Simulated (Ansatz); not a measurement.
MgTe:
```
CELL_PARAMETERS angstrom
      0.00000     2.95286     2.95286
      2.95286     0.00000     2.95286
      2.95286     2.95286     0.00000
ATOMIC_POSITIONS crystal
  Mg 0.00000 0.00000 0.00000
  Te 0.50000 0.50000 0.50000
```

Relaxed with PBEsol.

**Question.** Give the Bader charges and basin volumes of the independent atoms, PBEsol (plane waves, PAW; program Ansatz).

**Answer.** 

```
atom  Bader charge (e)  Bader volume (Å³)
----  ----------------  -----------------
Mg1              +1.58                7.2
Te2              -1.58               44.3
```

Space group Fm-3m (rock salt). The first step of the workflow began from a Materials Project structure, measured or hypothetical; the Crystallography Open Database copy checked does not list it. COD files the formula under space group No. 186. Its standing as an ambient phase is unchecked. The cell was relaxed with PBEsol under the symmetry of its start; whether a distortion lowers the energy is not shown. Spin–orbit coupling is left out wherever it is not named.

Potentials: the later of the program's two PAW sets.
